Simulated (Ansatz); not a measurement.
Starting cell, MoS$_{2}$ (space group R3m):

```
CELL_PARAMETERS angstrom
      3.12630     1.80497    11.98194
      0.00000     1.80497    11.98194
      0.00000    -1.80497     5.99097
ATOMIC_POSITIONS crystal
  Mo 0.00000 0.99976 0.99976
  Mo 0.50000 0.99976 0.99976
  S  0.00000 0.41948 0.41948
  S  0.50000 0.41948 0.41948
  S  0.00000 0.24678 0.24678
  S  0.50000 0.24678 0.24678
```

The atoms are displaced by Q × the pattern below (from a DFPT mode at F = (0.5, 0.5, 0.0), largest move 1; Q in Å), at fixed cell. (q is in reciprocal vectors of the primitive cell; the cell shown is doubled to hold the pattern.)

```csv
atom,x,y,z
Mo1,0.700,0.000,0.000
Mo2,-0.700,0.000,0.000
S3,0.992,0.000,0.000
S4,-0.992,0.000,0.000
S5,1.000,0.000,0.000
S6,-1.000,0.000,0.000
```

Calculation: LDA (plane waves to 420 eV, PAW, scalar-relativistic; Ansatz, an electronic-structure program). k mesh 12×12×12 (Γ-centred), Fermi-Dirac smearing 0.05 eV. The energy includes the smearing's −TS. MoS2 is run without spin polarisation. MoS2 was relaxed with its symmetry unable to fall. This is one of several known forms of MoS2; the measured ambient cells at hand have space group No. 194. ΔE is measured from the undisplaced structure.

```csv
Q (Å),ΔE (meV/cell)
-0.180,withheld
-0.150,1260
-0.120,809
-0.090,456
-0.060,203
-0.030,51
0.000,0
0.030,51
0.060,203
0.090,456
0.120,809
0.150,1260
0.180,withheld
```

### Question
Fit an even polynomial form (powers 2, 4) to the given rows and predict ΔE at Q = -0.180.

### Answer
Least squares on the 11 given rows: ΔE = (56480)·Q² + (-21320)·Q⁴, in meV/cell with Q in Å; root-mean-square residual 0.1 meV/cell. At -0.180 the fit gives 1808 meV/cell; the calculation gives 1805 meV/cell, so the extrapolation is off by 3 (+0.2 %). The quadratic term alone would give 1830 meV/cell.

(For displaced atoms, the force is minus the slope of the energy, and its curvature is a force constant, which sets phonon frequencies.)
